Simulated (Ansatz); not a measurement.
Eigenvalues along a path: CuI (Marshite)

```
CELL_PARAMETERS angstrom
0.00000 3.03896 3.03896
3.03896 0.00000 3.03896
3.03896 3.03896 0.00000
ATOMIC_POSITIONS crystal
Cu 0.25000 0.25000 0.25000
I 0.00000 0.00000 0.00000
```

The cell comes from a relaxation on PAW files under the same functional, begun from a database entry that needn't be the ground state.

Level of theory: DFT with PBE, scalar-relativistic, in Ansatz 0.2.0; a Γ-centred 12×12×12 k mesh, Fermi–Dirac smearing of 0.05 eV, no spin polarisation. LAPW: all electrons, basis error target 0.5 meV/atom.

Spin–orbit coupling is left out, which matters for the heavy atoms.

Path points, in fractions of the reciprocal vectors: Γ (0.000, 0.000, 0.000), X (-0.500, -0.500, 0.000), U (-0.375, -0.375, 0.250), K (-0.375, 0.000, 0.375), L (0.000, 0.000, 0.500), W (-0.500, -0.250, 0.250). The distance column jumps between branches of the path. Levels in eV from the valence-band top; bands 14 to 25, counted from the lowest band of the run. The gap is 1.10 eV, the pressure 0.03 GPa.

```
# k(1/Å) point b14 b15 b16 b17 b18 b19 b20 b21 b22 b23 b24 b25
0.000 Γ -13.99 -3.62 -3.62 -3.62 -1.82 -1.82 0.00 0.00 0.00 1.10 4.89 4.89
0.148 - -13.96 -3.73 -3.62 -3.62 -1.83 -1.81 -0.27 -0.11 -0.11 1.53 4.62 5.08
0.295 - -13.87 -4.04 -3.64 -3.64 -1.86 -1.80 -0.64 -0.37 -0.37 2.32 4.09 5.59
0.443 - -13.73 -4.46 -3.66 -3.66 -1.90 -1.78 -0.94 -0.70 -0.70 3.02 3.58 6.34
0.591 - -13.57 -4.87 -3.69 -3.69 -1.93 -1.76 -1.20 -1.01 -1.01 3.11 3.36 7.09
0.738 - -13.42 -5.23 -3.71 -3.71 -1.94 -1.75 -1.44 -1.26 -1.26 2.86 3.22 7.82
0.886 - -13.31 -5.46 -3.73 -3.73 -1.90 -1.73 -1.64 -1.42 -1.42 2.74 3.01 8.69
1.034 X -13.27 -5.54 -3.74 -3.74 -1.84 -1.76 -1.73 -1.47 -1.47 2.72 2.90 9.12
1.086 - -13.27 -5.54 -3.75 -3.73 -1.84 -1.77 -1.73 -1.47 -1.46 2.75 2.93 9.02
1.138 - -13.27 -5.51 -3.81 -3.73 -1.85 -1.78 -1.74 -1.46 -1.45 2.80 3.04 8.80
1.190 - -13.27 -5.48 -3.90 -3.72 -1.87 -1.77 -1.75 -1.46 -1.42 2.85 3.25 8.52
1.243 - -13.27 -5.43 -4.01 -3.71 -1.89 -1.76 -1.76 -1.46 -1.38 2.90 3.54 8.24
1.295 - -13.27 -5.38 -4.14 -3.70 -1.91 -1.77 -1.74 -1.46 -1.34 2.96 3.88 7.96
1.347 - -13.27 -5.31 -4.26 -3.69 -1.93 -1.78 -1.71 -1.47 -1.28 3.02 4.24 7.72
1.399 U -13.28 -5.24 -4.38 -3.67 -1.94 -1.79 -1.68 -1.48 -1.22 3.10 4.61 7.52
2.032 K -13.28 -5.24 -4.38 -3.67 -1.94 -1.79 -1.68 -1.48 -1.22 3.10 4.61 7.52
2.189 - -13.33 -5.09 -4.52 -3.63 -1.92 -1.83 -1.57 -1.52 -1.01 3.33 5.23 6.95
2.346 - -13.42 -5.06 -4.30 -3.59 -1.85 -1.84 -1.54 -1.41 -0.75 3.45 5.23 6.07
2.502 - -13.56 -4.90 -4.00 -3.57 -1.86 -1.79 -1.43 -1.20 -0.50 3.26 5.23 5.47
2.659 - -13.71 -4.56 -3.78 -3.58 -1.86 -1.80 -1.17 -0.86 -0.28 2.83 4.78 5.46
2.816 - -13.86 -4.13 -3.67 -3.59 -1.84 -1.81 -0.82 -0.45 -0.12 2.23 4.61 5.15
2.972 - -13.96 -3.76 -3.63 -3.61 -1.83 -1.82 -0.35 -0.12 -0.03 1.55 4.74 4.95
3.129 Γ -13.99 -3.62 -3.62 -3.62 -1.82 -1.82 0.00 0.00 0.00 1.10 4.89 4.89
3.257 - -13.97 -3.72 -3.62 -3.62 -1.82 -1.82 -0.28 -0.04 -0.04 1.42 4.82 4.96
3.385 - -13.90 -4.00 -3.61 -3.61 -1.83 -1.83 -0.72 -0.14 -0.14 1.90 4.81 5.16
3.512 - -13.80 -4.40 -3.61 -3.61 -1.83 -1.83 -1.09 -0.29 -0.29 2.19 5.14 5.36
3.640 - -13.68 -4.83 -3.60 -3.60 -1.82 -1.82 -1.38 -0.44 -0.44 2.25 5.48 5.48
3.768 - -13.56 -5.21 -3.60 -3.60 -1.81 -1.81 -1.59 -0.57 -0.57 2.20 5.48 5.48
3.896 - -13.48 -5.47 -3.60 -3.60 -1.80 -1.80 -1.71 -0.66 -0.66 2.15 5.44 5.44
4.024 L -13.45 -5.56 -3.60 -3.60 -1.79 -1.79 -1.75 -0.70 -0.70 2.14 5.42 5.42
4.129 - -13.44 -5.53 -3.66 -3.60 -1.80 -1.79 -1.74 -0.79 -0.72 2.31 5.28 5.52
4.233 - -13.42 -5.46 -3.82 -3.61 -1.83 -1.80 -1.72 -0.98 -0.80 2.73 4.99 5.81
4.337 - -13.38 -5.36 -4.04 -3.63 -1.86 -1.80 -1.70 -1.18 -0.92 3.22 4.75 6.15
4.442 - -13.34 -5.24 -4.27 -3.67 -1.89 -1.81 -1.68 -1.36 -1.04 3.68 4.65 6.14
4.546 - -13.30 -5.14 -4.44 -3.73 -1.91 -1.82 -1.68 -1.50 -1.15 4.04 4.70 5.89
4.651 - -13.27 -5.09 -4.50 -3.80 -1.90 -1.84 -1.71 -1.56 -1.21 4.30 4.74 5.84
4.755 W -13.26 -5.09 -4.50 -3.83 -1.88 -1.86 -1.74 -1.57 -1.23 4.46 4.65 6.00
4.829 - -13.26 -5.13 -4.44 -3.82 -1.88 -1.86 -1.74 -1.57 -1.24 4.32 4.43 6.28
4.903 - -13.26 -5.23 -4.31 -3.81 -1.87 -1.86 -1.74 -1.55 -1.26 4.01 4.01 6.86
4.977 - -13.27 -5.33 -4.15 -3.79 -1.85 -1.85 -1.74 -1.54 -1.30 3.59 3.66 7.50
5.050 - -13.27 -5.42 -3.99 -3.77 -1.85 -1.83 -1.74 -1.51 -1.35 3.23 3.35 8.03
5.124 - -13.27 -5.49 -3.86 -3.75 -1.85 -1.80 -1.74 -1.49 -1.40 2.95 3.11 8.53
5.198 - -13.27 -5.53 -3.77 -3.74 -1.84 -1.78 -1.73 -1.47 -1.45 2.78 2.95 8.94
5.272 X -13.27 -5.54 -3.74 -3.74 -1.84 -1.76 -1.73 -1.47 -1.47 2.72 2.90 9.12
```
